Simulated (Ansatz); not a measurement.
Here is the system:

Cs$_{2}$NiO$_{2}$:
```xyz
5
Lattice="-2.1999 2.1999 6.7874 2.1999 -2.1999 6.7874 2.1999 2.1999 -6.7874" Properties=species:S:1:pos:R:3 pbc="T T T"
Cs     0.0000     0.0000     4.7444
Cs     0.0000     0.0000     8.8304
Ni     0.0000     0.0000     0.0000
O      0.0000     0.0000     1.6830
O      0.0000     0.0000    11.8918
```
The run is spin-polarised, in the one order tried: ferromagnetic.

This is the r²SCAN-relaxed structure.

All from r²SCAN in the plane-wave PAW code Ansatz, unless another level is named. Predict the Bader charges.

Cs +0.83, Ni +0.69, O -1.17 e.

What about the net moment?

0.40 μB per atom.

Space group I4/mmm. The first step of the workflow began from a Materials Project structure, measured or hypothetical; the Crystallography Open Database copy checked does not list it. Whether it is the stable phase at ambient conditions was not checked. The r²SCAN relaxation kept the symmetry of its start; its stability against distortions is not shown here. The final state is ferromagnetic, the only order run, not a proven ground state. The cell computed holds one magnetic atom, so no antiferromagnetic order was within reach. Other orbital occupations within this spin state were not tried. No Hubbard U is applied. Spin–orbit coupling is left out wherever it is not named.

Potentials: the later of the program's two PAW sets.
